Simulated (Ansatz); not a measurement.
5 guesses for FeBr4 and where they end

All numbers below come from Ansatz 0.2.0, DFT PBE, scalar-relativistic, plane waves, PAW. All cells share a 420 eV cutoff and Γ-centred k meshes spaced about 0.3 Å⁻¹ or finer (0.25 for metals, 2π included). Collinear spin in cells that started with moments and kept them past the coarse steps, no spin elsewhere.

Each guess was relaxed in cell and atoms at zero pressure, within the symmetry of its start. All energies are static (0 K, no zero-point motion). Coordination counts Br atoms around Fe (those within 1.25 times the shortest such distance or 1.15 times the sum of covalent radii).

```
guess                            made from  start group  V start (Å³/atom)  end group  V end (Å³/atom)  coordination at the end  gap on mesh (eV)  largest moment (μB)  E over the lowest end (meV/atom)
    1                            SnI4 type        P-43m               36.5          ?                ?                        ?                 ?                    ?                                 ?
    2                           OsCl4 type         Cmmm               26.9       Cmmm             30.8                     Fe 6              0.11                  1.7                                58
    3  a cell proposed by chemical analogy        I-43m               28.4      I-43m             44.7                     Fe 4                 0                  3.1                                10
    4                          random cell        F-43m               32.1      F-43m             58.9                     Fe 4                 0                  3.1                                 0
    5                           Ba4Rh type        Fd-3m               39.6      Fd-3m             39.4                     Fe 4                 0                  3.1                                 3
```

Guess 1 as it starts:

```cif
data_structure
_symmetry_space_group_name_H-M 'P-43m'
_symmetry_Int_Tables_number 215
_cell_length_a 5.6702
_cell_length_b 5.6702
_cell_length_c 5.6702
_cell_angle_alpha 90.000
_cell_angle_beta 90.000
_cell_angle_gamma 90.000
_cell_volume 182.30
loop_
_atom_site_label
_atom_site_type_symbol
_atom_site_symmetry_multiplicity
_atom_site_Wyckoff_symbol
_atom_site_fract_x
_atom_site_fract_y
_atom_site_fract_z
_atom_site_occupancy
Fe1 Fe 1 a 0.00000 0.00000 0.00000 1
Br1 Br 4 e 0.24378 0.75622 0.75622 1
```

Problem. Fill in the missing row: what does this guess relax into, and where does it rank?

Solution. It ends in space group P-43m (No. 215), with a = 5.784 Å, 38.7 Å³/atom and no gap; its coordination is Fe 4, with moments up to 3.1 μB. It lies 6 meV/atom over the lowest end, within the noise of guess 5 and within the noise of guess 3. Counting Br atoms around Fe, this end and the lowest (guess 4) both have Fe 4.

```yaml
crystal:
  lattice:
    - [5.78389, 0.00000, 0.00000]
    - [0.00000, 5.78389, 0.00000]
    - [0.00000, 0.00000, 5.78389]
  atoms:
    - { symbol: Fe, position: [0.00000, 0.00000, 0.00000] }
    - { symbol: Br, position: [0.22787, 0.77213, 0.77213] }
    - { symbol: Br, position: [0.77213, 0.22787, 0.77213] }
    - { symbol: Br, position: [0.77213, 0.77213, 0.22787] }
    - { symbol: Br, position: [0.22787, 0.22787, 0.22787] }
```

Formation energies are uncorrected and refer to the elements' standard structures at the same level. The references include crystalline Br.

Problem. Is the lowest end bound against the elements?

Solution. Yes: its formation energy is −0.33 eV/atom. A negative formation energy is needed for stability but isn't enough: competing phases decide.

The k mesh leaves some 4 meV/atom of noise in the energy of each metallic cell. Weakly bound directions are ill-defined at this level, which has no dispersion term (F-43m, Fd-3m, P-43m, I-43m, Cmmm), and this can change margins and order among such cells. Kohn–Sham gaps at this level usually fall short of measured ones. In such compounds of Fe a zero gap at this level may well be an artefact, since no Hubbard U is applied. The reference form of Br is held partly by dispersion forces, which this level lacks. The magnetic state reached may not be the lowest. The F-43m cell has imaginary phonons, to 12i cm⁻¹ on its k mesh, which in a cell without a gap can be an artefact. Without a clear test, and held by symmetry: Fd-3m, P-43m, I-43m and Cmmm. A lower structure may well exist outside this small set. Some types were kept out of the candidates beforehand, so the set may lack a known form.
